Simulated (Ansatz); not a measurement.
Starting cell, SiC (wurtzite):

```yaml
crystal:
  lattice:
    - [3.09195, 0.00000, 0.00000]
    - [-1.54598, 2.67771, 0.00000]
    - [0.00000, 0.00000, 10.14855]
  atoms:
    - { symbol: Si, position: [0.66667, 0.33333, 0.00026] }
    - { symbol: Si, position: [0.66667, 0.33333, 0.50026] }
    - { symbol: Si, position: [0.33333, 0.66667, 0.25026] }
    - { symbol: Si, position: [0.33333, 0.66667, 0.75026] }
    - { symbol: C, position: [0.66667, 0.33333, 0.31234] }
    - { symbol: C, position: [0.66667, 0.33333, 0.81234] }
    - { symbol: C, position: [0.33333, 0.66667, 0.06234] }
    - { symbol: C, position: [0.33333, 0.66667, 0.56234] }
```

The atoms are displaced by Q × the pattern below (from a DFPT mode at A = (0.0, 0.0, 0.5), largest move 1; Q in Å), at fixed cell. It is one choice among 4 degenerate patterns. (q is in reciprocal vectors of the primitive cell; the cell shown is doubled to hold the pattern.)

```
atom      x       y      z
----  -----  ------  -----
Si1   0.000  -0.067  0.000
Si2   0.000   0.067  0.000
Si3   0.000  -0.421  0.000
Si4   0.000   0.421  0.000
C5    0.000   1.000  0.000
C6    0.000  -1.000  0.000
C7    0.000   0.299  0.000
C8    0.000  -0.299  0.000
```

These are PBE (plane waves to 420 eV, PAW, scalar-relativistic; Ansatz, a program for electronic structure) values and carry that method's errors. k mesh 12×12×4 (Γ-centred), Fermi-Dirac smearing 0.05 eV. E stands for the smeared free energy. SiC was relaxed with its symmetry unable to fall. ΔE is measured from the undisplaced structure.

| Q (Å) | ΔE (meV/cell) |
|---|---|
| -0.180 | 1287 |
| -0.150 | 885 |
| -0.120 | 562 |
| -0.090 | 315 |
| -0.060 | withheld |
| -0.030 | 35 |
| 0.000 | 0 |
| 0.030 | 35 |
| 0.060 | withheld |
| 0.090 | 315 |
| 0.120 | 562 |
| 0.150 | 885 |
| 0.180 | 1287 |

Question: Fit an even polynomial form (powers 2, 4) to the given rows and predict ΔE at Q = 0.060.

Answer: Least squares on the 11 given rows: ΔE = (38510)·Q² + (37350)·Q⁴, in meV/cell with Q in Å; root-mean-square residual 0.4 meV/cell. At 0.060 the fit gives 139 meV/cell; the calculation gives 139 meV/cell, the same to the digits shown. The quadratic term alone would give 139 meV/cell.

(For displaced atoms, the force is minus the slope of the energy, and its curvature is a force constant, which sets phonon frequencies.)
